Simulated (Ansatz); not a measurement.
BaNa₂:
```xyz
12
Lattice="7.4009 0.0000 0.0000 -3.7005 6.4094 0.0000 0.0000 0.0000 11.9127" Properties=species:S:1:pos:R:3 pbc="T T T"
Na     0.0000     0.0000     0.0000
Na     0.0000     0.0000     5.9564
Ba     0.0000     4.2729     0.7251
Ba     3.7005     2.1365     6.6815
Ba     0.0000     4.2729     5.2312
Ba     3.7005     2.1365    11.1876
Na     3.7005     4.2489     2.9782
Na    -1.8294     5.3292     8.9345
Na     1.8710     1.0802     2.9782
Na     0.0000     2.1605     8.9345
Na     5.5299     1.0802     2.9782
Na     1.8294     5.3292     8.9345
```

Relaxed with r²SCAN.

### Question
Map the electron localisation function on the plane through (0.000, 0.000, 0.000) spanned by u = [0, 0, 1] and v = [1, -1, 0] in lattice vectors, from DFT-r²SCAN in the program Ansatz with PAW potentials.

### Answer
x is the fraction of u, y of v (the angle between them is 90°; rows are the nearest grid lines); atoms in the plane: Na at (0.00, 0.00), Na at (0.50, 0.00), Ba at (0.06, 0.33), Ba at (0.56, 0.67), Ba at (0.44, 0.33), Ba at (0.94, 0.67), Na at (0.75, 0.17), Na at (0.25, 0.83).
```
|.=*. .=+++=+++=. .*==*. .=+++=+++=. .*=.|
|*+:  -+=-...-=+-  :++:  -+++===+++-  :+*|
|    :+=.     .=+:      :+*++===++*+:    |
|-=+**-  -*#*-  -**+=-=++***+++++***++=--|
|:=+**: .*=.=*. :**+=....:-=+***+=-:....:|
|. .:=-  .=+=.  -=:. -=-:.  :===:  .:-=-.|
|*:  :=:       :=:  :%@@%+:  :-:  :+%@@%*|
|@@=  :=+++++++=:  =@%--%@%-     -%@%--%@|
|@@+  :=+*****+=:  +@=  +@@=     =@@+  =@|
|@+. .=+***+***+=. .+@@@@%+. .:. .+%@@@@@|
|=.  :+*********+:  .#%%#=. .-=-. .=#%%#=|
|  .:=+*#######*+=:.     .:=*###*=:.     |
|     .:=*###*=:.     .:=+*#######*+=:.  |
|=#%%#=. .-=-. .=#%%#.  :+*********+:  .=|
|@@@@@%+. .:. .+%@@@@+. .=+***+***+=. .+@|
|@=  +@@=     =@@+  =@+  :=+*****+=:  +@@|
|@%--%@%-     -%@%--%@=  :=+++++++=:  =@@|
|*%@@%+:  :-:  :+%@@%:  :=:       :=:  :*|
|.-=-:.  :===:  .:-=- .:=-  .=+=.  -=:. .|
|:....:-=+***+=-:....=+**: .*=.=*. :**+=:|
|--=++***+++++***++=-=+**-  -*#*-  -**+=-|
|    :+*++===++*+:      :+=.     .=+:    |
|*+:  -+++===+++-  :++:  -+=-...-=+-  :+*|
|.=*. .=+++=+++=. .*==*. .=+++=+++=. .*=.|
```
Scale: ten equal steps from 0.007 (start of ' ') to 0.882 (end of '@'), in the order ' .:-=+*#%@'; x runs from 0.000 to 1.00, y from 0.000 (bottom) to 1.00 (top).

The density is the valence pseudo-density with augmentation charge, so density and ELF within about 1 Å of a nucleus are not all-electron values.

Space group P6_3/mmc. The workflow started from an entry of the Crystallography Open Database (COD). Its standing as an ambient phase is unchecked. Symmetry was held in the r²SCAN relaxation; its stability against distortions is not shown here. Scalar-relativistic: spin–orbit coupling is off unless named, which matters more the heavier the elements.

Potentials: the later of the program's two PAW sets.
